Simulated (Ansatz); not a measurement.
## NbAg: computed property card

NbAg:
```cif
data_Ag2Nb2
_chemical_formula_sum 'Ag2 Nb2'
_space_group_name_H-M_alt 'P 1'
_space_group_IT_number 1
_cell_length_a 4.71070
_cell_length_b 2.73942
_cell_length_c 5.23522
_cell_angle_alpha 90.000
_cell_angle_beta 90.000
_cell_angle_gamma 90.000
loop_
_space_group_symop_operation_xyz
  'x, y, z'
loop_
_atom_site_label
_atom_site_type_symbol
_atom_site_fract_x
_atom_site_fract_y
_atom_site_fract_z
_atom_site_occupancy
Ag1 Ag 0.25000 0.00000 0.85282 1
Ag2 Ag 0.75000 0.00000 0.14718 1
Nb1 Nb 0.25000 0.50000 0.35017 1
Nb2 Nb 0.75000 0.50000 0.64983 1
```

Space group Pmma (No. 51); conventional cell a = 4.711 Å, b = 2.739 Å, c = 5.235 Å, α = 90.00°, β = 90.00°, γ = 90.00°.

Method: DFT-PBEsol in the program Ansatz with PAW potentials. Geometry: relaxed at this level of theory. Other levels are named where they apply.

### Cell and energy

```json
{
  "volume_per_atom": "16.89 Å³",
  "density": "9.87 g/cm³",
  "Formation energy from the elements (no fitted shifts)": "0.24 eV/atom"
}
```

### Electronic structure

```json
{
  "electronic_character": "metallic (no gap)",
  "Density of states at the Fermi level": "0.57 states/eV per atom (mean over ±0.08 eV)",
  "Gap with spin–orbit coupling": "none (metallic)"
}
```

### Mechanics

```json
{
 "Bulk modulus (Birch–Murnaghan fit)": "164 GPa",
 "Pressure derivative B′": "4.9"
}
```

### Phonons

```json
{
 "highest_zone_centre_frequency": "199 cm^-1",
 "zone_centre_stability": "unstable, softest mode 41i cm⁻¹"
}
```

The start of the workflow was typed in or built on a structure type; neither database checked (COD, Materials Project) lists it. Whether it is the stable phase at ambient conditions was not checked. Symmetry was held in the PBEsol relaxation; phonons show weakly imaginary modes. The run is not spin-polarised. Its formation energy is positive at this level, so the cell may be metastable or incomplete. As this level gives no gap, phonon frequencies hold no LO–TO term and depend on the k-mesh and smearing (Fermi–Dirac, 0.1 eV here). Axis ratios of metals converge slowly with the k-mesh, so a and c are less sure than the volume. The references are the lowest solids computed at this level, not always the standard phases. Spin–orbit coupling is left out wherever it is not named.

Potentials: the earlier of the program's two PAW sets. The files were generated under PBE; for other functionals the program regenerates the frozen cores, and for LDA and PBEsol the local potential too.
